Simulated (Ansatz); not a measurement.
Relaxed-ion elastic tensor of Ir (fcc (Cu type), Fm-3m) in GPa (Voigt order), PBEsol in the plane-wave PAW code Ansatz; density 22.72 g/cm³, 14.05 Å³ per atom.

```json
[
 {"": "1", "1": "647", "2": "257", "3": "257", "4": "0.0", "5": "0.0", "6": "0.0"},
 {"": "2", "1": "257", "2": "647", "3": "257", "4": "0.0", "5": "0.0", "6": "0.0"},
 {"": "3", "1": "257", "2": "257", "3": "647", "4": "0.0", "5": "0.0", "6": "0.0"},
 {"": "4", "1": "0.0", "2": "0.0", "3": "0.0", "4": "284", "5": "0.0", "6": "0.0"},
 {"": "5", "1": "0.0", "2": "0.0", "3": "0.0", "4": "0.0", "5": "284", "6": "0.0"},
 {"": "6", "1": "0.0", "2": "0.0", "3": "0.0", "4": "0.0", "5": "0.0", "6": "284"}
]
```

Question: Is the crystal mechanically stable?

Answer: Yes: the smallest eigenvalue of C is 284 GPa.

Question: Work out the Voigt, Reuss and Hill averages.

Answer: K_V = 387, K_R = 387, K_H = 387; G_V = 248, G_R = 240, G_H = 244 GPa.

Question: Give Young's modulus, Poisson's ratio, Pugh's ratio and the universal anisotropy index.

Answer: E = 9KG/(3K + G) = 605 GPa; ν = 0.24; K/G = 1.59 (brittle by the Pugh limit of 1.75); A_U = 5G_V/G_R + K_V/K_R − 6 = 0.17.

Question: Estimate the sound speeds and the Debye temperature.

Answer: v_l = √((K + 4G/3)/ρ) = 5600 m/s, v_t = √(G/ρ) = 3280 m/s, mean 3630 m/s; Θ = (h/k)(3n/4πV)^(1/3) v_m = 448 K.

Question: Give the Zener ratio and Young's modulus along [100], [110] and [111].

Answer: A = 2C44/(C11 − C12) = 1.46; 1/E = S11 − 2(S11 − S12 − S44/2)Γ with Γ = 0, 1/4, 1/3 gives 500, 627, 684 GPa.

Question: Solve the Christoffel equation for the three sound speeds along [100], [110], [111].

Answer: Eigenvalues of C_ijkl n_j n_l equal ρv². In km/s, slowest first: [100] 3.53, 3.53, 5.34; [110] 2.93, 3.53, 5.69; [111] 3.14, 3.14, 5.81.

Symmetry was held in the PBEsol relaxation. No spin polarisation was allowed. As this level gives no gap, shear constants depend on the k-mesh and smearing (Fermi–Dirac, 0.1 eV here). Spin–orbit coupling is left out wherever it is not named.

Potentials: the earlier of the program's two PAW sets. The files were generated under PBE; for other functionals the program regenerates the frozen cores, and for LDA and PBEsol the local potential too.
